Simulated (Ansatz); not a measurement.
SiO2:
```yaml
crystal:
  lattice:
    - [5.01227, 0.00000, 0.00000]
    - [-2.50614, 4.34075, 0.00000]
    - [0.00000, 0.00000, 8.53966]
  atoms:
    - { symbol: Si, position: [0.66667, 0.33333, 0.93704] }
    - { symbol: Si, position: [0.33333, 0.66667, 0.43704] }
    - { symbol: Si, position: [0.66667, 0.33333, 0.56296] }
    - { symbol: Si, position: [0.33333, 0.66667, 0.06296] }
    - { symbol: O, position: [0.00000, 0.41150, 0.00000] }
    - { symbol: O, position: [0.58850, 0.00000, 0.50000] }
    - { symbol: O, position: [0.58850, 0.58850, 0.00000] }
    - { symbol: O, position: [0.00000, 0.58850, 0.50000] }
    - { symbol: O, position: [0.41150, 0.00000, 0.00000] }
    - { symbol: O, position: [0.41150, 0.41150, 0.50000] }
    - { symbol: O, position: [0.66667, 0.33333, 0.75000] }
    - { symbol: O, position: [0.33333, 0.66667, 0.25000] }
```

Relaxed with LDA.

Problem. Give the optical modes at the zone centre with their infrared and Raman activity from DFPT, LDA in the plane-wave PAW code Ansatz.

Solution. Transverse frequencies, without the LO–TO term; a row sums one degenerate level.

| ω (cm⁻¹) | degeneracy | IR ((D/Å)²/amu) | Raman (Å⁴/amu) | activity | symmetry |
|---|---|---|---|---|---|
| 20i | 2 | 0.00 | 0 | silent | E2 |
| 18 | 2 | 0.01 | 0.26 | Raman | E1 |
| 248 | 1 | 0.00 | 0 | silent | B1 |
| 256 | 2 | 0.00 | 0.31 | Raman | E2 |
| 289 | 1 | 0.00 | 26 | Raman | A1 |
| 290 | 2 | 0.00 | 0.094 | Raman | E2 |
| 337 | 1 | 0.00 | 0 | silent | B2 |
| 365 | 2 | 4.25 | 0.054 | IR+Raman | E1 |
| 423 | 1 | 17.80 | 0 | IR | A2 |
| 441 | 2 | 0.00 | 0.14 | Raman | E2 |
| 441 | 2 | 26.68 | 0.31 | IR+Raman | E1 |
| 474 | 1 | 0.00 | 0 | silent | B1 |
| 689 | 1 | 0.00 | 0 | silent | B2 |
| 763 | 1 | 0.00 | 1.4 | Raman | A1 |
| 772 | 2 | 8.21 | 0.27 | IR+Raman | E1 |
| 773 | 2 | 0.00 | 1.4 | Raman | E2 |
| 1096 | 2 | 0.00 | 1.4 | Raman | E2 |
| 1097 | 2 | 116.33 | 0.45 | IR+Raman | E1 |
| 1108 | 1 | 49.77 | 0 | IR | A2 |
| 1169 | 1 | 18.75 | 0 | IR | A2 |
| 1190 | 1 | 0.00 | 0 | silent | B2 |
| 1267 | 1 | 0.00 | 0 | silent | B1 |

Problem. How high does the top mode go among those that the LO–TO term moves?

Solution. 1240 cm⁻¹ for q along x, 1240 cm⁻¹ for q along y, 1288 cm⁻¹ for q along z.

Space group P6_322. The workflow started from a Materials Project entry (that database holds measured and hypothetical structures alike); the Crystallography Open Database copy checked does not list it. It is not the phase usual at ambient conditions (space group No. 92, 152, 154). Symmetry was held in the LDA relaxation. At this level the phase is dynamically unstable (imaginary phonons).

Potentials: the later of the program's two PAW sets.
